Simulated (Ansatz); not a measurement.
Ta₅Ge₃:
```cif
data_Ge6Ta10
_chemical_formula_sum 'Ta10 Ge6'
_space_group_name_H-M_alt 'P 1'
_space_group_IT_number 1
_cell_length_a 7.59752
_cell_length_b 7.59752
_cell_length_c 7.59752
_cell_angle_alpha 96.621
_cell_angle_beta 96.621
_cell_angle_gamma 140.301
loop_
_space_group_symop_operation_xyz
  'x, y, z'
loop_
_atom_site_label
_atom_site_type_symbol
_atom_site_fract_x
_atom_site_fract_y
_atom_site_fract_z
_atom_site_occupancy
Ta1 Ta 0.07463 0.22314 0.29778 1
Ta2 Ta 0.92537 0.77686 0.70222 1
Ta3 Ta 0.22314 0.92537 0.14851 1
Ta4 Ta 0.77686 0.07463 0.85149 1
Ta5 Ta 0.42537 0.72314 0.14851 1
Ta6 Ta 0.57463 0.27686 0.85149 1
Ta7 Ta 0.27686 0.42537 0.70222 1
Ta8 Ta 0.72314 0.57463 0.29778 1
Ta9 Ta 0.75000 0.25000 0.50000 1
Ta10 Ta 0.25000 0.75000 0.50000 1
Ge1 Ge 0.16664 0.66664 0.83328 1
Ge2 Ge 0.83336 0.33336 0.16672 1
Ge3 Ge 0.66664 0.83336 0.50000 1
Ge4 Ge 0.33336 0.16664 0.50000 1
Ge5 Ge 0.25000 0.25000 0.00000 1
Ge6 Ge 0.75000 0.75000 0.00000 1
```

Relaxed with r²SCAN.

Q: Which orbitals make up the states near the Fermi level in plane-wave PAW r²SCAN (Ansatz code)?

A: Within 0.5 eV of the Fermi level: Ta 5d 85 %, Ge 4p 7 %. Projections are on Löwdin-orthogonalised atomic valence shells; empty p or d shells of many metals are not among them.

Q: Tabulate the density of states.

A: States/eV per cell of 16 atoms, in 0.25 eV bins, energy from the Fermi level.

```csv
E (eV),total,Ta 5d,Ge 4p,Ta 6s
-7.85,0.24,0.09,0.00,0.00
-7.60,0.00,0.00,0.00,0.00
-7.35,0.00,0.00,0.00,0.00
-7.10,0.05,0.01,0.03,0.01
-6.85,2.26,0.50,1.10,0.49
-6.60,7.43,1.95,3.33,1.62
-6.35,6.48,1.99,2.72,1.20
-6.10,6.92,2.19,2.85,1.31
-5.85,2.75,0.96,1.13,0.38
-5.60,3.63,1.24,1.53,0.55
-5.35,3.77,1.36,1.53,0.58
-5.10,4.96,1.95,2.04,0.64
-4.85,5.32,2.10,2.36,0.57
-4.60,9.20,3.93,3.82,0.96
-4.35,7.83,3.24,3.41,0.73
-4.10,10.52,4.88,4.37,0.76
-3.85,10.45,5.20,4.33,0.53
-3.60,14.41,7.94,5.66,0.37
-3.35,16.00,8.73,6.48,0.26
-3.10,11.95,6.38,4.85,0.23
-2.85,9.36,5.26,3.43,0.24
-2.60,8.85,5.86,2.40,0.21
-2.35,11.37,9.27,1.33,0.28
-2.10,6.88,5.76,0.64,0.20
-1.85,16.78,14.21,1.21,0.68
-1.60,15.15,12.24,1.65,0.59
-1.35,10.92,9.20,0.92,0.33
-1.10,7.89,6.69,0.62,0.22
-0.85,8.80,7.52,0.69,0.23
-0.60,9.72,8.43,0.62,0.22
-0.35,9.17,8.00,0.60,0.17
-0.10,9.90,8.34,0.75,0.28
0.15,4.71,3.97,0.35,0.12
0.40,6.14,5.14,0.55,0.13
0.65,7.10,5.96,0.65,0.14
0.90,8.61,7.27,0.68,0.19
1.15,6.90,6.00,0.39,0.15
1.40,6.47,5.53,0.42,0.17
1.65,13.88,11.52,0.84,0.53
1.90,12.33,10.45,0.69,0.43
2.15,11.01,9.54,0.61,0.28
2.40,12.18,10.38,0.79,0.32
2.65,9.56,8.09,0.63,0.23
2.90,10.62,8.87,0.65,0.30
3.15,11.39,8.91,0.82,0.43
3.40,12.18,9.41,1.04,0.42
3.65,14.14,10.55,1.35,0.55
3.90,17.53,13.35,1.78,0.59
4.15,14.87,11.31,1.21,0.66
4.40,15.62,11.15,1.37,0.97
4.65,13.05,9.15,1.31,0.92
```

Space group I4/mcm. The workflow started from a Materials Project entry (that database holds measured and hypothetical structures alike); the Crystallography Open Database copy checked does not list it. Its standing as an ambient phase is unchecked. Symmetry was held in the r²SCAN relaxation; whether a distortion lowers the energy is not shown. The run is not spin-polarised. Spin–orbit coupling is left out wherever it is not named.

Potentials: the later of the program's two PAW sets.
